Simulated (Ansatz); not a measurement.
## Pt (fcc type) under strong compression

```
Pt
1.0
     0.00000    1.95984    1.95984
     1.95984    0.00000    1.95984
     1.95984    1.95984    0.00000
Pt
1
Direct
  0.00000 0.00000 0.00000
```

The cell comes from a relaxation on PAW files under the same functional.

Its volume is scaled at fixed shape and fractional positions.

Level of theory: DFT with PBEsol, scalar-relativistic, in Ansatz 0.2.0; a Γ-centred 17×17×17 k mesh, Fermi–Dirac smearing of 0.1 eV, no spin polarisation. LAPW: all electrons, basis error target 1 meV/atom; PAW: frozen-core files, cutoff 420 eV; crystal datasets: all electrons, by PAW datasets that the program makes for each cell; norm-conserving: pseudopotentials, cutoff 1143 eV; PAW (cutoff 250 eV): frozen-core files, cutoff 250 eV.

Energies are extrapolated to zero smearing and count from the unscaled cell; pressure is positive in compression; gaps take the mesh and a band path. No temperature or zero-point motion is included.

Spin–orbit coupling is left out, which matters for the heavy atoms. The PAW files were made under PBE.

```csv
V/V0,V (Å³/atom),P LAPW (GPa),ΔE LAPW (eV/atom),P PAW − LAPW (GPa),ΔE PAW − LAPW (meV/atom)
1.00,15.06,-0.04,0.000,0.03,0.0
0.94,14.15,20.8,0.053,0.05,0.2
0.88,13.25,51.2,0.248,0.08,0.6
0.80,12.04,?,?,?,?
0.72,10.84,220.3,2.069,0.35,3.4
0.64,9.64,401.1,4.340,0.75,7.3
0.55,8.28,775.7,9.139,1.90,17.8
0.45,6.77,1659,20.007,5.45,49.3
```

(1) Fit the Vinet equation to the LAPW pressures shown (residuals weighted by 1/(|P| + 0.03·Pmax)), and predict the pressure of the withheld row.

(2) From the table, what is the rise of the enthalpy H = E + pV up to the last row, and how stiff is the crystal between the last two rows?

(3) At the smallest volume, how far do crystal datasets and norm-conserving and PAW (cutoff 250 eV) lie from LAPW in pressure?

(4) How do the Löwdin populations by LAPW change from the unscaled cell to the last row?

Results:

(1) The fit gives V0 = 15.06 Å³/atom, B0 = 279 GPa and B0′ = 5.56. At 12.04 Å³/atom, x = (V/V0)^(1/3) = 0.9282, and P = 3·B0·(1 − x)/x²·exp[1.5·(B0′ − 1)·(1 − x)] = 114.2 GPa. The run itself gave 114.5 GPa (-0.3 % off) and ΔE = 0.848 eV/atom.

(2) ΔH = 20.007 eV + (1659 GPa × 6.77 Å³ + 0.04 GPa × 15.06 Å³) × 0.006242 eV/(GPa·Å³) = 90.15 eV/atom, of which pV makes 78 %. The mean bulk modulus there is −ΔP/Δln V = 4400 GPa.

(3) crystal datasets: 0.00 GPa; norm-conserving: -1.38 GPa; PAW (cutoff 250 eV): +27.93 GPa, on a LAPW pressure of 1659 GPa.

(4) Pt 5s 1.99 → 1.92, Pt 6s 0.97 → 0.86, Pt 5d 8.90 → 9.08 electrons an atom. These are projections on the shells that the free atoms fill; 0.15 e a cell lies outside them at the start and 0.16 e at the end.
